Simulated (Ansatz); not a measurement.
**Cs2KAsI6: do energies and stresses tell the same story?**

All numbers below come from DFT r2SCAN, scalar-relativistic, plane waves, PAW (Ansatz 0.2.0).

Cutoff 500 eV; k points 4×4×4 on the computed 10-atom cell (Γ-centred); Gaussian smearing, width 0.02 eV; no spin polarisation.

Relaxed cell: Fm-3m, a = 12.385 Å, b = 12.385 Å, c = 12.385 Å, α = 90.00°, β = 90.00°, γ = 90.00°, 10 atoms in the primitive cell. Whether it is the stable form of this composition wasn't checked.

Energies at zero smearing and pressures from the stress tensor, at volumes with shape and atoms relaxed:
```csv
V (Å³/atom),E − E(first) (meV/atom),P (GPa)
44.646,0.00,0.921
46.071,-5.86,0.413
47.496,-7.62,-0.002
48.921,-6.03,-0.349
50.346,-1.71,-0.619
```

**Question.** Check P = −dE/dV between neighbouring volumes, and get the bulk modulus from the pressures alone.

**Answer.** With 1 eV/Å³ = 160.2 GPa:
```
middle V (Å³/atom)  −ΔE/ΔV (GPa) mean P (GPa)
            45.359         0.659         0.667
            46.784         0.198         0.205
            48.209        -0.179        -0.176
            49.634        -0.486        -0.484
```

The two differ by 0.008 GPa at most. The mean of two end pressures misses the average over a step by about ΔV² P″/12, up to 0.009 GPa here; with that taken off 0.006 GPa remains. Around V = 47.496 Å³/atom, the two neighbours give B = −V ΔP/ΔV = 47.496 × 0.762 / 2.850 = 12.7 GPa, against B0 = 12.5 GPa from the Birch–Murnaghan fit of the energies.

Cost: 6 runs of about 25 core-minutes in all, on Arm Neoverse V1 (shared hosts).